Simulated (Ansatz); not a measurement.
BaCuSF:
```yaml
crystal:
  lattice:
    - [4.09287, 0.00000, 0.00000]
    - [0.00000, 4.09287, 0.00000]
    - [0.00000, 0.00000, 9.06821]
  atoms:
    - { symbol: Ba, position: [0.00000, 0.50000, 0.82095] }
    - { symbol: Ba, position: [0.50000, 0.00000, 0.17905] }
    - { symbol: Cu, position: [0.50000, 0.50000, 0.50000] }
    - { symbol: Cu, position: [0.00000, 0.00000, 0.50000] }
    - { symbol: S, position: [0.00000, 0.50000, 0.35675] }
    - { symbol: S, position: [0.50000, 0.00000, 0.64325] }
    - { symbol: F, position: [0.50000, 0.50000, 0.00000] }
    - { symbol: F, position: [0.00000, 0.00000, 0.00000] }
```

Relaxed with r²SCAN. Independent-particle spectrum: no excitons, no local fields, no scissors shift; 0.1 eV broadening; ε₁ of the summed bands alone.

Question: Tabulate the dielectric function from DFT-r²SCAN in the program Ansatz with PAW potentials.

Answer: 

| E (eV) | ε₁ xx | ε₂ xx | ε₁ zz | ε₂ zz |
|---|---|---|---|---|
| 0.0 | 5.59 | 0.00 | 4.87 | 0.00 |
| 0.5 | 5.64 | 0.00 | 4.90 | 0.00 |
| 1.0 | 5.81 | 0.00 | 4.99 | 0.00 |
| 1.5 | 6.15 | 0.00 | 5.16 | 0.00 |
| 2.0 | 6.99 | 0.16 | 5.45 | 0.01 |
| 2.5 | 8.11 | 1.32 | 5.95 | 0.06 |
| 3.0 | 8.38 | 3.23 | 6.92 | 0.57 |
| 3.5 | 6.76 | 5.13 | 7.82 | 2.17 |
| 4.0 | 3.69 | 3.74 | 5.52 | 3.73 |
| 4.5 | 5.14 | 3.51 | 6.86 | 3.94 |
| 5.0 | 4.45 | 5.41 | 3.60 | 4.96 |
| 5.5 | 3.14 | 3.91 | 3.85 | 3.08 |
| 6.0 | 2.86 | 4.09 | 4.05 | 2.90 |
| 6.5 | 5.12 | 3.41 | 6.57 | 4.56 |
| 7.0 | 2.04 | 8.22 | 3.55 | 11.39 |
| 7.5 | -0.77 | 3.68 | -2.68 | 4.29 |
| 8.0 | 2.39 | 3.86 | 1.48 | 2.36 |
| 8.5 | 1.15 | 5.56 | 2.66 | 4.05 |
| 9.0 | -0.22 | 3.81 | -1.31 | 4.09 |
| 9.5 | -0.38 | 2.55 | 0.31 | 2.23 |
| 10.0 | 0.33 | 2.63 | 0.65 | 2.57 |
| 10.5 | 0.30 | 2.59 | 0.52 | 2.89 |
| 11.0 | -0.50 | 2.77 | 0.33 | 3.00 |
| 11.5 | -0.45 | 2.06 | -0.20 | 3.02 |
| 12.0 | -0.27 | 1.50 | -0.46 | 1.93 |

Question: From ε at 2.8 eV (xx: 8.05 + 2.35i), find n, k, the normal reflectivity and the absorption coefficient.

Answer: n = 2.87, k = 0.410, R = 24 %, α = 2kE/ħc = 120000 cm⁻¹.

With all bands, ε∞ without local fields is 5.75 (xx = yy), 5.02 (zz).

Space group P4/nmm. The first step of the workflow began from a Materials Project structure, measured or hypothetical; the Crystallography Open Database copy checked does not list it. Whether it is the stable phase at ambient conditions was not checked. The cell was relaxed with r²SCAN under the symmetry of its start; whether a distortion lowers the energy is not shown. No spin polarisation was allowed. No Hubbard U is applied. Spin–orbit coupling is left out wherever it is not named.

Potentials: the later of the program's two PAW sets.
